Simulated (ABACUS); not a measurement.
Set-up for a self-consistent single point of HfSi (Pnma, 8 atoms in the cell; from Materials Project mp-1042, changed as shown).

```yaml
crystal:
  lattice:
    - [6.93102, 0.00000, 0.00000]
    - [0.00000, 3.76823, 0.00000]
    - [0.00000, 0.00000, 5.22345]
  atoms:
    - { symbol: Hf, position: [0.67514, 0.25000, 0.37439] }
    - { symbol: Hf, position: [0.32486, 0.75000, 0.62561] }
    - { symbol: Hf, position: [0.82486, 0.75000, 0.87439] }
    - { symbol: Hf, position: [0.17514, 0.25000, 0.12561] }
    - { symbol: Si, position: [0.54312, 0.25000, 0.86087] }
    - { symbol: Si, position: [0.45688, 0.75000, 0.13913] }
    - { symbol: Si, position: [0.95688, 0.75000, 0.36087] }
    - { symbol: Si, position: [0.04312, 0.25000, 0.63913] }
```

Level of theory: LDA (PW92), PseudoDojo 0.4 standard norm-conserving LDA (tails mended) pseudopotentials (plane waves; ABACUS).

ABACUS settings:

| setting | value |
|---|---|
| KPT | Gamma 3 5 3 0 0 0 |
| basis_type | pw |
| dft_functional | PWLDA |
| ecutwfc | 58 Ry |
| smearing_method | fd |
| smearing_sigma | 0.00734986 Ry |
| potentials | PseudoDojo 0.4 standard norm-conserving LDA (tails mended) |
| symmetry | 1 |
| symmetry_prec | 1e-05 |
| ks_solver | dav_subspace |
| scf_nmax | 100 |
| scf_thr | 1.0e-09 Ry |
| mixing_type | pulay |

Results:

```
Property                                                 Result
------------------------------------------------  -------------
Number of valence electrons                                  64
Number of bands                                              42
Number of k-points after the program's reduction             12
Number of plane waves (most at a k-point)                  6888
Number of SCF iterations                                      7
FFT grid                                           64 × 36 × 48
Free energy E − TS                                -6615.0483 eV
Fermi level (on the code's own zero)                   13.86 eV
Pressure                                              -7.62 GPa
Largest force (vector length)                        0.179 eV/Å
```

Forces (eV/Å):
```csv
atom,Fx,Fy,Fz
Hf1,0.179,0.000,-0.013
Hf2,-0.179,0.000,0.013
Hf3,-0.179,0.000,-0.013
Hf4,0.179,0.000,0.013
Si5,0.041,0.000,-0.101
Si6,-0.041,0.000,0.101
Si7,-0.041,0.000,-0.101
Si8,0.041,0.000,0.101
```

Stress (GPa, positive for compression):
```
-8.87   0.00   0.00
 0.00  -7.47   0.00
 0.00   0.00  -6.51
```

For comparison: a first run was changed to give this one (lattice vector a scaled by 1.01), and from it to this one the free energy goes up by 8.1 meV/atom, the pressure goes from -6.28 to -7.62 GPa and the largest force goes from 0.130 to 0.179 eV/Å.

The structure comes from a collection of computed structures, made at another level of theory; the collection holds predicted forms beside known ones. No clean gap shows at this smearing width and mesh (spacing up to 0.40 Å⁻¹); the mesh is coarse for partly filled bands, so the values carry mesh errors.

Cost on one core: about 40 core-seconds (a rough figure).

“Tails mended”: in these copies of the files the far tail of each local potential was reset to the Coulomb form.
